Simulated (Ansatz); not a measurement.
CuPd, DFT, PBEsol, all-electron LAPW, scalar-relativistic (Ansatz 0.2.0), run on 1 thread of Arm Neoverse V2 on a shared host.

The cell comes from COD entry 9008813, which wasn't checked; take it as a given geometry. The listed cell was then made from it by scaling, straining or moving an atom.

Command: `ansatz run input.yaml --threads 1 --pin off --max-ram 3072MiB --backend cpu --events-out ev --progress --plain --runs-dir out`

```yaml
crystal:
  lattice:
    - [2.988, -0.02988, -0.02988]
    - [-0.02988, 2.988, -0.02988]
    - [-0.02988, -0.02988, 2.988]
  atoms:
    - { symbol: Cu, position: [0.0, 0.0, 0.0] }
    - { symbol: Pd, position: [0.5, 0.5, 0.5] }
kpoints:
  mp_grid: { grid: [14, 14, 14] }
  band_path:
    path:
      - [0.0, 0.0, 0.0]
      - [0.5, 0.0, 0.0]
      - [0.5, -0.5, 0.5]
      - [0.4804921086, -0.5195078914, 0.4804921086]
      - [0.4804921086, 0.4804921086, 0.4804921086]
      - [0.0, 0.0, 0.0]
      - [0.5, -0.5, 0.0]
    npoints: 5
scf:
  occupations: { method: fermi_dirac, width: 0.05 }
hamiltonian:
  xc: pbesol
  pseudopotentials: { kind: all_electron, lapw: { basis_error: 0.00025 } }
output:
  forces: true
  stress: true
  eigenvalues: true
```

(1) How large is the problem that the program sets up?

(2) About how long does it take, and how much memory does it use?

## Answers

(1) 288 irreducible k-points, 425 plane waves at Γ, 32 bands.

(2) 2.3 min of wall time for 11 SCF iterations, with a peak of 1.2 GiB. Times on shared machines scatter by tens of per cent.
